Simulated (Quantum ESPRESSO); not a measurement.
In3TiO5N, input and log of a self-consistent run

Simulated, not a measurement. The program is pw.x of Quantum ESPRESSO 7.5 (plane-wave density functional theory). The cell is made up: 10 atoms on a corundum lattice, with randomly drawn elements, strain and displacements, not relaxed. PseudoDojo standard norm-conserving files (v0.5 for PBE, v0.4.1 for LDA and PBEsol) set the functional; there is no spin polarisation, spin-orbit coupling or dispersion term, and the masses in the input are unused placeholders. A spin-polarised start on this cell or one of its family kept no moment above 0.05 Bohr magneton at the same smearing; a narrower smearing was not tried.

Input:

```
&control calculation='scf', pseudo_dir='./dojo.nc.sr.pbe.v0_5.standard.upf', outdir='./o', disk_io='low', tprnfor=.true., tstress=.true. /
&system ibrav=0, nat=10, ntyp=4, nbnd=49, ecutwfc=105.61755193, nosym=.true., tot_charge=0,
 occupations='smearing', smearing='fd', degauss=0.0018374661
/
&electrons conv_thr=7.350e-09, electron_maxstep=60, /
ATOMIC_SPECIES
In 1.0 In.upf
N 1.0 N.upf
O 1.0 O.upf
Ti 1.0 Ti.upf
CELL_PARAMETERS angstrom
2.7171 1.6573 4.8983
-2.8633 1.6906 4.9703
-0.0443 -3.1411 4.8666
ATOMIC_POSITIONS angstrom
In -0.0498 0.0107 5.1906
In -0.0166 -0.0176 2.1752
In -0.0751 0.1794 9.5885
Ti -0.2159 0.2044 12.5624
O -1.1761 1.706 8.609
O -0.8915 -1.6428 8.623
O 1.9146 0.2611 8.5664
O 0.969 -1.5665 6.0884
N 0.8488 1.8392 6.1731
O -2.0015 -0.0345 6.134
K_POINTS automatic
7 7 7 1 1 1
```

The log is shortened where brackets say so; the opening notice, blank lines, dates and the lines on written files are dropped, and the path of the files is cut. It prints rydbergs, bohrs and kilobars, and counts compression as positive stress.

```
     Program PWSCF v.7.5
     Parallel version (MPI & OpenMP), running on       4 processor cores
     Number of MPI processes:                 4
     Threads/MPI process:                     1
     [start-up lines left out]
     bravais-lattice index     =            0
     lattice parameter (alat)  =      11.0388  a.u.
     unit-cell volume          =     890.2762 (a.u.)^3
     number of atoms/cell      =           10
     number of atomic types    =            4
     number of electrons       =        86.00
     number of Kohn-Sham states=           49
     kinetic-energy cutoff     =     105.6176  Ry
     charge density cutoff     =     422.4702  Ry
     scf convergence threshold =      7.3E-09
     mixing beta               =       0.7000
     number of iterations used =            8  plain     mixing
     Exchange-correlation= PBE
                           (   1   4   3   4   0   0   0)
     [axes and pseudopotential details left out]
   Cartesian axes
     site n.     atom                  positions (alat units)
         1        In     tau(   1) = (  -0.0085253   0.0018317   0.8885797  )
         2        In     tau(   2) = (  -0.0028418  -0.0030129   0.3723729  )
         3        In     tau(   3) = (  -0.0128564   0.0307115   1.6414569  )
         4        Ti     tau(   4) = (  -0.0369600   0.0349913   2.1505594  )
         5        O      tau(   5) = (  -0.2013368   0.2920504   1.4737762  )
         6        O      tau(   6) = (  -0.1526160  -0.2812312   1.4761728  )
         7        O      tau(   7) = (   0.3277607   0.0446978   1.4664835  )
         8        O      tau(   8) = (   0.1658833  -0.2681694   1.0422742  )
         9        N      tau(   9) = (   0.1453062   0.3148530   1.0567740  )
        10        O      tau(  10) = (  -0.3426371  -0.0059061   1.0500805  )
     number of k points=   172  Fermi-Dirac smearing, width (Ry)=  0.0018
     Number of k-points >= 100: set verbosity='high' to print them.
     Dense  grid:   130527 G-vectors     FFT dimensions: (  75,  75,  72)
     Estimated max dynamical RAM per process >     722.91 MB
     Estimated total dynamical RAM >       2.73 GB
     Initial potential from superposition of free atoms
     starting charge      85.9867, renormalised to      86.0000
     Starting wfcs are   61 randomized atomic wfcs
     total cpu time spent up to now is       30.2 secs
     per-process dynamical memory:   655.2 Mb
     Self-consistent Calculation
     iteration #  1     ecut=   105.62 Ry     beta= 0.70
     Davidson diagonalization with overlap
     ethr =  1.00E-02,  avg # of iterations =  2.0
     total cpu time spent up to now is       83.0 secs
     total energy              =    -701.52906131 Ry
     estimated scf accuracy    <       3.97233665 Ry
     iteration #  2     ecut=   105.62 Ry     beta= 0.70
     Davidson diagonalization with overlap
     ethr =  4.62E-03,  avg # of iterations =  4.6
     total cpu time spent up to now is      156.6 secs
     total energy              =    -697.90445412 Ry
     estimated scf accuracy    <      55.39080926 Ry
     iteration #  3     ecut=   105.62 Ry     beta= 0.70
     Davidson diagonalization with overlap
     ethr =  4.62E-03,  avg # of iterations =  3.4
     total cpu time spent up to now is      220.3 secs
     total energy              =    -703.57218888 Ry
     estimated scf accuracy    <       2.33272725 Ry
     iteration #  4     ecut=   105.62 Ry     beta= 0.70
     Davidson diagonalization with overlap
     ethr =  2.71E-03,  avg # of iterations =  2.0
     total cpu time spent up to now is      275.9 secs
     total energy              =    -703.72557557 Ry
     estimated scf accuracy    <       0.58923540 Ry
     iteration #  5     ecut=   105.62 Ry     beta= 0.70
     Davidson diagonalization with overlap
     ethr =  6.85E-04,  avg # of iterations =  2.7
     total cpu time spent up to now is      327.9 secs
     total energy              =    -703.71190159 Ry
     estimated scf accuracy    <       0.21720411 Ry
     [iterations 6 to 11 left out]
     iteration # 12     ecut=   105.62 Ry     beta= 0.70
     Davidson diagonalization with overlap
     ethr =  5.44E-08,  avg # of iterations =  2.0
     total cpu time spent up to now is      738.5 secs
     total energy              =    -703.73802138 Ry
     estimated scf accuracy    <       0.00000807 Ry
     iteration # 13     ecut=   105.62 Ry     beta= 0.70
     Davidson diagonalization with overlap
     ethr =  9.39E-09,  avg # of iterations =  2.0
     total cpu time spent up to now is      791.7 secs
     total energy              =    -703.73802222 Ry
     estimated scf accuracy    <       0.00000031 Ry
     iteration # 14     ecut=   105.62 Ry     beta= 0.70
     Davidson diagonalization with overlap
     ethr =  3.58E-10,  avg # of iterations =  5.0
     total cpu time spent up to now is      857.5 secs
     total energy              =    -703.73802234 Ry
     estimated scf accuracy    <       0.00000007 Ry
     iteration # 15     ecut=   105.62 Ry     beta= 0.70
     Davidson diagonalization with overlap
     ethr =  8.17E-11,  avg # of iterations =  2.0
     total cpu time spent up to now is      915.0 secs
     total energy              =    -703.73802235 Ry
     estimated scf accuracy    <       0.00000001 Ry
     iteration # 16     ecut=   105.62 Ry     beta= 0.70
     Davidson diagonalization with overlap
     ethr =  1.37E-11,  avg # of iterations =  2.1
     total cpu time spent up to now is      974.1 secs
     End of self-consistent calculation
     [lines on levels left out]
!    total energy              =    -703.73802235 Ry
     estimated scf accuracy    <          1.2E-09 Ry
     smearing contrib. (-TS)   =      -0.00000000 Ry
     internal energy E=F+TS    =    -703.73802235 Ry
     The total energy is F=E-TS. E is the sum of the following terms:
     one-electron contribution =    -182.27861658 Ry
     hartree contribution      =     154.18548458 Ry
     xc contribution           =    -185.67798833 Ry
     ewald contribution        =    -489.96690202 Ry
     convergence has been achieved in  16 iterations
     Forces acting on atoms (cartesian axes, Ry/au):
     atom    1 type  1   force =     0.01107665    0.07341106    0.05502143
     atom    2 type  1   force =    -0.00447573    0.01774148   -0.04002649
     atom    3 type  1   force =     0.00555155   -0.05979745   -0.01523663
     atom    4 type  4   force =     0.04517363   -0.05926183   -0.01376592
     atom    5 type  3   force =     0.03341051    0.07528803   -0.03479110
     atom    6 type  3   force =    -0.08129151    0.02014109   -0.03890285
     atom    7 type  3   force =     0.02263287   -0.08390843   -0.03102727
     atom    8 type  3   force =     0.09108310    0.00746266    0.04999532
     atom    9 type  2   force =    -0.09110700    0.04431671    0.01728725
     atom   10 type  3   force =    -0.03205408   -0.03539330    0.05144626
     Total force =     0.267276     Total SCF correction =     0.000108
     Computing stress (Cartesian axis) and pressure
          total   stress  (Ry/bohr**3)                   (kbar)     P=      -43.73
  -0.00036246   0.00009894   0.00008289          -53.32       14.55       12.19
   0.00009894  -0.00044173  -0.00021216           14.55      -64.98      -31.21
   0.00008289  -0.00021216  -0.00008765           12.19      -31.21      -12.89
     init_run     :     24.55s CPU     25.79s WALL (       1 calls)
     electrons    :    940.96s CPU    944.01s WALL (       1 calls)
     forces       :      6.63s CPU      6.73s WALL (       1 calls)
     stress       :     24.03s CPU     25.06s WALL (       1 calls)
     [timing details left out]
     PWSCF        :  16m40.95s CPU  16m46.54s WALL
     JOB DONE.
```

In other units: free energy -9574.844 eV for the cell, pressure -4.37 GPa, largest force component 2.342 eV/Å. This run is the check on a run of the same cell at a cutoff of 1143 eV and k mesh 5 x 5 x 5: rerunning at a cutoff of 1437 eV and k mesh 7 x 7 x 7 moved values by no more than 0.003 eV in energy, 0.03 GPa in stress and 0.002 eV/Å in force.